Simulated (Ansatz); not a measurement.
The start is a generated cell, Ru placed in the beta-Sn structure type. The cell and all atomic positions are relaxed at zero pressure with PBE (plane waves to 420 eV, PAW, scalar-relativistic; Ansatz, a program for electronic structure). The first steps use a coarse 14×14×14 k-mesh.

The start:
```
Ru
1.0
   -2.35076     2.35076     1.28260
    2.35076    -2.35076     1.28260
    2.35076     2.35076    -1.28260
Ru
2
Direct
  0.75000   0.25000   0.50000
  0.00000   0.00000   0.00000
```

```yaml
initial_pressure: "+23.5 GPa (positive: the cell is compressed)"
outcome: The space group stays I4₁/amd (No. 141) (the run could not lower it); the end is AFLOW prototype A_tI4_141_a (A5, as in Sn), with 2 atoms in the primitive cell
energy_released: 0.10 eV/atom
volume_change: +9.4 %, from 14.18 to 15.50 Å³/atom
band_gap_at_the_end: zero (metallic)
optimiser_moves: 10
```

The end point of the relaxation:

```cif
data_Ru4
_chemical_formula_sum 'Ru4'
_space_group_name_H-M_alt 'I41/amd :1'
_space_group_IT_number 141
_space_group_name_Hall 'I 4bw 2bw -1bw'
_cell_length_a 4.72103
_cell_length_b 4.72103
_cell_length_c 2.78242
_cell_angle_alpha 90.000
_cell_angle_beta 90.000
_cell_angle_gamma 90.000
loop_
_atom_site_label
_atom_site_type_symbol
_atom_site_symmetry_multiplicity
_atom_site_Wyckoff_symbol
_atom_site_fract_x
_atom_site_fract_y
_atom_site_fract_z
_atom_site_occupancy
Ru1 Ru 4 a 0.00000 0.00000 0.00000 1
```
(The calculation used a cell of 2 atoms; values per cell refer to that cell.)

Final values are on a 19×19×19 k-mesh of the relaxed cell. No spin polarisation in the result.

The run could not lower the symmetry of its start; a shaken copy of this end point relaxes with PBE to P6₃/mmc (No. 194), 0.91 eV/atom lower.

The relaxed structure here is a generated cell of Ru: the first start was made by placing the elements on the sites of a structure type, and the end was not matched to a known phase here, so it may be hypothetical. Known forms of Ru include space group No. 194.
